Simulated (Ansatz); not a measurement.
A relaxed cell of Ga3AsP2 is given with its symmetry left out. The cell was found from a structure generator's guess, not taken from experiment.

Theory: DFT PBE, scalar-relativistic, plane waves, PAW in Ansatz. Cutoff 420 eV, Γ-centred mesh, Gaussian smearing, no spin polarisation.

```xyz
6
Lattice="-1.9735 1.9735 8.3829 1.9735 -1.9735 8.3829 1.9735 1.9735 -8.3829" Properties=species:S:1:pos:R:3 pbc="T T T"
Ga    0.0000    0.0000    0.0000
Ga    0.0000    0.0000   11.1078
Ga    0.0000    0.0000    5.6580
P     0.0000    1.9735    1.3631
P     0.0000    1.9735    7.0199
As    1.9735    0.0000    4.1915
```

Energies over the elements count from the elements' standard structures at the same level, with no fitted energy shifts. The references include black phosphorus.

Problem. Find its symmetry and describe it.

Solution. I-4m2 (No. 119), with P and As ordered on zinc blende sites. Conventional cell: a = 3.947 Å, c = 16.766 Å. Ga on a site of symmetry -4m2 is surrounded by 4 P at 2.40 Å; around Ga on a site of symmetry 2mm lie 2 P at 2.40 Å and 2 As at 2.46 Å; P has 4 Ga at 2.40 Å; As is surrounded by 4 Ga at 2.46 Å.

Problem. How far does it lie from the elements in energy?

Solution. −0.398 eV/atom. A negative formation energy is needed for stability but isn't enough: competing phases decide.

Problem. Is it a metal?

Solution. No, the gap on the 10×10×10 mesh is 1.04 eV.

The last run used a 10×10×10 mesh for its 6-atom cell and Gaussian smearing of 0.02 eV. Kohn–Sham gaps at this level usually fall short of measured ones. The reference forms of As and P are held partly by dispersion forces, which this level lacks. Symmetry constrained the relaxation, so the result can be a saddle point.
